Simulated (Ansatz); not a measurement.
All numbers below come from Ansatz, DFT PBE, scalar-relativistic, plane waves, PAW. Settings of the last relaxation (5-atom cell): 420 eV, 8×8×8 k points, Gaussian smearing of 0.10 eV, no spin polarisation.

Formation energies are uncorrected and count from the elements' standard states at the same level.

Q: Find a candidate tetragonal metal that holds Rb and 1 more element, with a formation energy near −0.44 eV/atom and a density near 1.75 g/cm³, in a cell of 5 atoms.

A: Rb4O, space group I4/mmm (No. 139). Rb has 1 O at 2.59 Å and 2 Rb at 3.66 Å; O is surrounded by 4 Rb at 2.59 Å.

```
Rb O
1.0
    -5.79076    5.79076    2.53764
     5.79076   -5.79076    2.53764
     5.79076    5.79076   -2.53764
Rb O
4 1
Direct
  0.50000 0.27654 0.77654
  0.50000 0.72346 0.22346
  0.27654 0.50000 0.77654
  0.72346 0.50000 0.22346
  0.50000 0.50000 0.00000
```

The volume per atom is 68.08 Å³. The density is 1.75 g/cm³ and the formation energy is −0.44 eV/atom. The gap on the 8×8×8 mesh of the 5-atom cell is 0 eV (a metal).

The structure comes from a generated guess, relaxed at this level; another structure or a mixture of phases may lie lower. Other answers may fit too; this one was computed.

A structure relaxed within its symmetry needn't be a true minimum. Another cell of Rb4O relaxed alike, in I-43m, lies 100 meV/atom lower, so this cell isn't the stable form at this level.
